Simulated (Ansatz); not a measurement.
BaTiO$_{3}$ (cubic perovskite)

```yaml
crystal:
  lattice:
    - [4.01946, 0.00000, 0.00000]
    - [0.00000, 4.01946, 0.00000]
    - [0.00000, 0.00000, 4.01946]
  atoms:
    - { symbol: Ba, position: [0.00000, 0.00000, 0.00000] }
    - { symbol: Ti, position: [0.50000, 0.50000, 0.50000] }
    - { symbol: O, position: [0.00000, 0.50000, 0.50000] }
    - { symbol: O, position: [0.50000, 0.50000, 0.00000] }
    - { symbol: O, position: [0.50000, 0.00000, 0.50000] }
```

In this cell atom 4 (O, nearest neighbour Ti at 2.010 Å; its periodic images, 4.0 Å or more away, move with it) is moved by s along Cartesian [111], unit vector (0.577, 0.577, 0.577); all other atoms and the cell stay fixed.

Method: PBE (plane waves to 420 eV, PAW, scalar-relativistic; Ansatz, a program for electronic structure). k mesh 7×7×7 (Γ-centred), Fermi-Dirac smearing 0.05 eV. The energy includes the smearing's −TS. F⊥ is the part of the force across the line. BaTiO3 is run without spin polarisation. BaTiO3 was relaxed with its symmetry unable to fall. The PAW data are Ansatz's earlier set. This is a high-temperature form of BaTiO3. ΔE is measured from the undisplaced structure.

**Question.** Give the computed ΔE (meV/cell) and |F⊥| (eV/Å) at s (Å) = -0.400, -0.320, -0.240, -0.160, -0.080, 0.080, 0.240, 0.400.

**Answer.** 
```csv
s (Å),ΔE (meV/cell),|F⊥| (eV/Å)
-0.400,448,0.325
-0.320,274,0.134
-0.240,148,0.015
-0.160,64,0.036
-0.080,16,0.033
0.080,16,0.033
0.240,148,0.015
0.400,448,0.325
```

(A displaced cell: forces are minus the slopes of the energy, force constants its curvatures, and phonons follow from these.)
